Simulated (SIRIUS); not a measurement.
Troubleshooting SIRIUS: a failed run on MnSi (P2_13, 8 atoms in the cell; from Materials Project mp-1431, lattice scaled a little). The aim is a self-consistent single point with DFT, PBEsol, plane waves, PseudoDojo 0.4 standard norm-conserving PBEsol (tails mended) pseudopotentials.

Input as run:

```json
# run as: sirius.scf --output=output.json
# file: sirius.json
{
  "control": {
    "processing_unit": "cpu",
    "verbosity": 2,
    "num_bands_to_print": 1000,
    "print_forces": true,
    "print_stress": true,
    "spglib_tolerance": 0.0001
  },
  "parameters": {
    "electronic_structure_method": "pseudopotential",
    "xc_functionals": ["XC_GGA_X_PBE_SOL", "XC_GGA_C_PBE_SOL"],
    "gk_cutoff": 9.798,
    "pw_cutoff": 19.596,
    "ngridk": [3, 3, 3],
    "smearing": "cold",
    "smearing_width": 0.00734986,
    "num_bands": 54,
    "num_mag_dims": 1,
    "num_dft_iter": 100,
    "energy_tol": 1e-07,
    "density_tol": 1e-06
  },
  "mixer": {
    "type": "broyden2",
    "beta": 0.2,
    "use_hartree": false
  },
  "settings": {
    "smooth_initial_mag": true
  },
  "unit_cell": {
    "lattice_vectors": [
      [8.6222987423, 0.0, 0.0],
      [0.0, 8.6222987423, 0.0],
      [0.0, 0.0, 8.6222987423]
    ],
    "atom_coordinate_units": "au",
    "atom_types": ["Mn", "Si"],
    "atom_files": {
      "Mn": "Mn.upf.json",
      "Si": "Si.upf.json"
    },
    "atoms": {
      "Mn": [
        [3.1345504848, 1.1765988864, 7.4456998559, 0.0, 0.0, 4.0],
        [1.1765988864, 7.4456998559, 3.1345504848, 0.0, 0.0, 4.0],
        [7.4456998559, 3.1345504848, 1.1765988864, 0.0, 0.0, 4.0],
        [5.4877482575, 5.4877482575, 5.4877482575, 0.0, 0.0, 4.0]
      ],
      "Si1": [
        [5.6408802832, 7.2925678302, 1.329730912, 0.0, 0.0, 0.0],
        [7.2925678302, 1.329730912, 5.6408802832, 0.0, 0.0, 0.0],
        [1.329730912, 5.6408802832, 7.2925678302, 0.0, 0.0, 0.0],
        [2.9814184591, 2.9814184591, 2.9814184591, 0.0, 0.0, 0.0]
      ]
    }
  }
}
```

The program printed (abridged):

```
[json.exception.out_of_range.403] key 'Si' not found
--------------------------------------------------------------------------
Sorry!  You were supposed to get help about:
    mpi-abort
from the file:
    help-mpi-api.txt: No such file or directory
But I couldn't find that topic in the file.  Sorry!
--------------------------------------------------------------------------
```

The fault is an atom label that is not in the list of species. Labels in the positions must match the species card. To fix it, correct the label. The program stopped before any SCF iteration.

An input that runs soundly differs in these lines (not the only fix; some lines may just follow from the change or write a value another way):
```diff
-      "Si1": [
+      "Si": [
```

With that input, the run converged in 35 iterations: free energy E − TS -12305.5926 eV; pressure -11.89 GPa; largest force (vector length) 0.127 eV/Å; total moment of the cell 4.07 μB (DFT, PBEsol, plane waves, PseudoDojo 0.4 standard norm-conserving PBEsol (tails mended) pseudopotentials).

On the sound run: the run is spin-polarised and ends with a net moment of 4.07 μB in the cell. The structure comes from a collection of computed structures, made at another level of theory; the collection holds predicted forms beside known ones. Its lattice was then scaled. All moments were started parallel; another magnetic order can lie lower.

“Tails mended”: in these copies of the files the far tail of each local potential was reset to the Coulomb form.
